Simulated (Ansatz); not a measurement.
CdSiN2:
Space group R-3m, hexagonal axes (No. 166); a = 2.898 Å, b = 2.898 Å, c = 16.418 Å, α = 90.00°, β = 90.00°, γ = 120.00°

| atom | site | symmetry | x | y | z |
|---|---|---|---|---|---|
| Cd | 3a | -3m | 0.0000 | 0.0000 | 0.0000 |
| Si | 3b | -3m | 0.0000 | 0.0000 | 0.5000 |
| N | 6c | 3m | 0.0000 | 0.0000 | 0.2262 |
(The calculation used a cell of 4 atoms; values per cell refer to that cell.)

Relaxed with r²SCAN. Plane-wave PAW r²SCAN (Ansatz code) gives a gap of 1.58 eV.

Task: What gap does HSE06 give on the same cell (Ansatz, PAW)?

Result: 2.29 eV, 0.71 eV more. The hybrid was solved on a coarser mesh and at special points; the gap given is the minimum over both.

```tsv
k	v1 r²SCAN	c1 r²SCAN	v1 HSE06	c1 HSE06
Γ	-0.77	1.58	-0.89	2.29
T	-0.57	4.26	…	…
L	-1.33	4.18	-1.46	4.74
F	-0.57	2.81	…	…
S0	-1.41	4.87	…	…
H0	-1.39	4.87	…	…
```

Task: Top valence (v1) and lowest conduction level (c1) in eV from each method's valence maximum (which need not be a listed point): supply the withheld HSE06 values.

Result: 
- T, v1 HSE06: -0.68
- T, c1 HSE06: 5.14
- F, v1 HSE06: -0.60
- F, c1 HSE06: 3.47
- H0, v1 HSE06: -1.48
- H0, c1 HSE06: 5.61
- S0, v1 HSE06: -1.50
- S0, c1 HSE06: 5.53

Cost on shared cores: the r²SCAN run (SCF on a 11×11×11 mesh, then bands and DOS) roughly 50 core-seconds, the HSE06 run (SCF on 8×8×8, then a few points) roughly 9 core-minutes; the tasks are unlike.

The start of the workflow was typed in or built on a structure type; neither database checked (COD, Materials Project) lists it. Whether it is the stable phase at ambient conditions was not checked. The cell was relaxed with r²SCAN under the symmetry of its start; its stability against distortions is not shown here. Spin–orbit coupling is left out wherever it is not named.

Potentials: the later of the program's two PAW sets.
